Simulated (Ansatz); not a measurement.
## Property card for W$_{4}$N

Method: DFT PBE, scalar-relativistic, plane waves, PAW in Ansatz 0.2.0.

Settings: cutoff 420 eV, Γ-centred mesh 10×10×10 on the computed 5-atom cell, Gaussian smearing of 0.10 eV; no spin polarisation.

The structure is relaxed at this level of theory with its symmetry kept, and needn't be the ground state of this composition.

Space group Pm-3m (No. 221), cubic, a = 4.134 Å. W on a site of symmetry 4/mmm is surrounded by 2 N at 2.07 Å and 12 W at 2.92 Å; W on a site of symmetry m-3m has 12 W at 2.92 Å; around N lie 6 W at 2.07 Å.

| Quantity | Value |
| --- | --- |
| Volume per atom | 14.13 Å³ |
| Formation energy from the elements' standard states (uncorrected) | +0.136 eV/atom |
| Kohn–Sham band gap | none (metal) |
| Density of states at the Fermi level | 6.6 states/eV per cell |
| Orbital (Löwdin) character within 0.5 eV of the Fermi level | W 5d 90 % |
| Bader charge by site (e) | W (3 in the cell) 0.53, W (1 in the cell) 0.11, N (1 in the cell) -1.71 |

Spin-orbit coupling is left out, which matters for the bands of heavy elements. Spin polarisation was left out, and a magnetic state may lie lower.

Another cell of W4N relaxed alike, in C2/m, lies 127 meV/atom lower, so this cell isn't the stable form at this level.

The cell was found from a structure generator's guess, not taken from experiment. Löwdin shares on free-atom orbitals overweight diffuse shells.
